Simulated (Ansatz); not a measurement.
Total density of states per atom from LDA (plane waves, PAW; program Ansatz), in 0.25 eV bins, energy from the valence-band maximum:

```
E (eV) | states/eV/atom
    -7.85 |  0.00
    -7.60 |  0.00
    -7.35 |  0.00
    -7.10 |  0.00
    -6.85 |  0.00
    -6.60 |  0.00
    -6.35 |  0.00
    -6.10 |  0.00
    -5.85 |  0.00
    -5.60 |  0.00
    -5.35 | # 0.06
    -5.10 | ################ 0.79
    -4.85 | ######################## 1.19
    -4.60 | ################ 0.79
    -4.35 | ######### 0.43
    -4.10 | ######### 0.43
    -3.85 | ############## 0.69
    -3.60 | ################# 0.85
    -3.35 | ################ 0.81
    -3.10 | ############### 0.72
    -2.85 | ################ 0.80
    -2.60 | ################# 0.86
    -2.35 | ###################### 1.08
    -2.10 | ####################### 1.13
    -1.85 | ####################### 1.14
    -1.60 | ######################### 1.24
    -1.35 | ########################### 1.35
    -1.10 | ############################ 1.41
    -0.85 | ############################# 1.42
    -0.60 | ############################## 1.49
    -0.35 | ################### 0.96
    -0.10 | ####### 0.35
     0.15 |  0.00
     0.40 |  0.00
     0.65 | # 0.03
     0.90 | ######## 0.41
     1.15 | ############### 0.76
     1.40 | ################### 0.94
     1.65 | ################### 0.93
     1.90 | ############# 0.63
     2.15 | ###### 0.29
     2.40 |  0.00
     2.65 |  0.00
     2.90 |  0.00
     3.15 |  0.00
     3.40 |  0.00
     3.65 |  0.00
     3.90 |  0.00
     4.15 |  0.00
     4.40 | # 0.04
     4.65 | ## 0.12
     4.90 | ##### 0.24
     5.15 | ########## 0.48
     5.40 | ############## 0.68
```

Pick the material that matches.
(A) ZnSe, zinc blende
(B) Cu, fcc (Cu type)
(C) I, molecular I2 type
(D) ZnS, zinc blende

C, I, molecular I2 type. Top 1 eV of the valence band: I 5p 98 %. Bottom 1 eV of the conduction band: I 5p 96 %. Projections are on Löwdin-orthogonalised atomic valence shells; empty p or d shells of many metals are not among them.

Space group Cmce (molecular I2 type). The cell was relaxed with LDA under the symmetry of its start. A crystal of weakly bound units computed without a dispersion correction: the cell and the soft elastic constants depend strongly on that. Spin–orbit coupling is left out wherever it is not named.

Potentials: the later of the program's two PAW sets.
